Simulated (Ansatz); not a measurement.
## MgNiH: strain energy, fitted

MgNiH, P4/mmm, a = 3.067 Å, c = 3.214 Å. The structure is a Materials Project entry; whether it is the stable form wasn't checked. Ansatz: PBEsol, PAW, 420 eV, Γ-centred 14×14×14 mesh on 3 atoms, Gaussian smearing 0.10 eV; no spin polarisation. Series: biaxial strain in the a-b plane, c and atoms relaxed; x is the strain in per cent. y is the free energy over the unstrained cell, V0 = 10.076 Å³/atom.

```tsv
x (%)	y (meV/atom)
-3.0	8.38
-2.0	?
-1.0	0.91
0.0	0.00
1.0	0.86
2.0	3.41
3.0	7.71
```

Question: Fit y = c2 x² + c3 x³ to the other rows, turn c2 into a modulus, and predict the missing energy.

Answer: Least squares on the rows shown. y = 0.8924 x² − 0.01274 x³. In eV per unit strain² c2 is 8.924; M is the biaxial modulus (E = M V0 ε²): 8.924 × 160.2 / (10.076) = 142 GPa. At x = -2.0 the fit asked for gives 3.67 meV/atom. The run gave 3.68 meV/atom, so the fit is 0.01 meV/atom too low, within the rms miss on the fitted rows (0.03 meV/atom).